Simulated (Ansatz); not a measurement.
SiNi6Ge:
```yaml
crystal:
  lattice:
    - [3.50072, 0.00000, 0.00000]
    - [0.00000, 3.50072, 0.00000]
    - [0.00000, 0.00000, 7.00117]
  atoms:
    - { symbol: Si, position: [0.00000, 0.00000, 0.50000] }
    - { symbol: Ni, position: [0.50000, 0.50000, 0.00000] }
    - { symbol: Ni, position: [0.50000, 0.50000, 0.50000] }
    - { symbol: Ni, position: [0.50000, 0.00000, 0.25672] }
    - { symbol: Ni, position: [0.50000, 0.00000, 0.74328] }
    - { symbol: Ni, position: [0.00000, 0.50000, 0.25672] }
    - { symbol: Ni, position: [0.00000, 0.50000, 0.74328] }
    - { symbol: Ge, position: [0.00000, 0.00000, 0.00000] }
```

Relaxed with r²SCAN. Special points in fractions of this cell's reciprocal vectors: Γ (0.000, 0.000, 0.000); X (0.000, 0.500, 0.000); M (0.500, 0.500, 0.000); Z (0.000, 0.000, 0.500); R (0.000, 0.500, 0.500); A (0.500, 0.500, 0.500).

**Question.** List the band energies nearest the Fermi level at these points for r²SCAN (plane waves, PAW; program Ansatz).

**Answer.** In eV from the Fermi level; about four levels below and three above (degenerate sets whole), none deeper than 8.9 eV; points with the same levels are listed once.

```csv
k,below,above
Γ,-0.74 -0.72 -0.67 -0.35,0.05 0.05 0.05 0.05
X,-1.16 -1.05 -0.97 -0.66,0.06 0.66 0.66
M,-0.61 -0.22 -0.22 -0.21,0.65 0.65 1.10
Z,-0.78 -0.76 -0.63 -0.60,0.05 0.05 1.43 1.43
R,-0.88 -0.88 -0.53 -0.39,1.37 1.42 2.09
A,-1.08 -1.00 -0.57 -0.44,0.18 0.18 0.24 0.24
```

Space group P4/mmm. The workflow started from a Materials Project entry (that database holds measured and hypothetical structures alike); the Crystallography Open Database copy checked does not list it. With Si and Ge taken as one species the cell has the higher symmetry Pm-3m, so it may be an ordered model of a mixed-site phase. Whether it is the stable phase at ambient conditions was not checked. The cell was relaxed with r²SCAN under the symmetry of its start; whether a distortion lowers the energy is not shown. The run is not spin-polarised. Scalar-relativistic: spin–orbit coupling is off unless named, which matters more the heavier the elements.

Potentials: the earlier of the program's two PAW sets.
